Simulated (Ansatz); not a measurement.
Below is a relaxed structure of Zr6BiC2. The cell was found from a structure generator's guess, not taken from experiment.

Method: Ansatz, DFT PBE, scalar-relativistic, plane waves, PAW. Cutoff 420 eV, Γ-centred mesh, Gaussian smearing, no spin polarisation.

```cif
data_structure
_symmetry_space_group_name_H-M 'P 1'
_symmetry_Int_Tables_number 1
_cell_length_a 6.4446
_cell_length_b 6.4446
_cell_length_c 4.5807
_cell_angle_alpha 90.000
_cell_angle_beta 90.000
_cell_angle_gamma 90.000
_cell_volume 190.25
loop_
_atom_site_label
_atom_site_type_symbol
_atom_site_fract_x
_atom_site_fract_y
_atom_site_fract_z
_atom_site_occupancy
Zr1 Zr 0.24569 0.24569 0.00000 1
Zr2 Zr 0.24569 0.75431 0.00000 1
Zr3 Zr 0.00000 0.50000 0.50000 1
Zr4 Zr 0.75431 0.75431 0.00000 1
Zr5 Zr 0.75431 0.24569 0.00000 1
Zr6 Zr 0.50000 0.00000 0.50000 1
Bi1 Bi 0.50000 0.50000 0.50000 1
C1 C 0.00000 0.50000 0.00000 1
C2 C 0.50000 0.00000 0.00000 1
```

Formation energies are uncorrected and refer to the elements' standard structures at the same level.

(1) What space group does it have?

(2) What is its formation energy per atom?

(3) Is it a metal?

(4) From what recipe could a structure generator have reached it?

Answers

(1) P4/mmm (No. 123). Conventional cell: a = 6.445 Å, c = 4.581 Å. Around Zr on a site of symmetry m2m lie 2 C at 2.28 Å, 8 Zr at 3.17–3.28 Å and 2 Bi at 3.26 Å; Zr on a site of symmetry mmm is surrounded by 2 C at 2.29 Å, 2 Bi at 3.22 Å and 8 Zr at 3.23 Å; around Bi lie 12 Zr at 3.22–3.26 Å; C has 6 Zr at 2.28–2.29 Å.

(2) −0.14 eV/atom. Whether it is stable depends on the other phases of the system, which aren't compared here.

(3) Yes, bands cross the Fermi level on the 6×6×8 mesh.

(4) One such recipe: antiperovskite family, tilts a0a0a0, column order on A (P4/mmm, No. 123). Other recipes can lead to the same cell.

The last run used a 6×6×8 mesh (in the run's order of axes) for its 9-atom cell and Gaussian smearing of 0.10 eV. Spin–orbit coupling, which can matter for Bi, is left out. The reference form of C is held partly by dispersion forces, which this level lacks. Symmetry constrained the relaxation, so the result can be a saddle point.
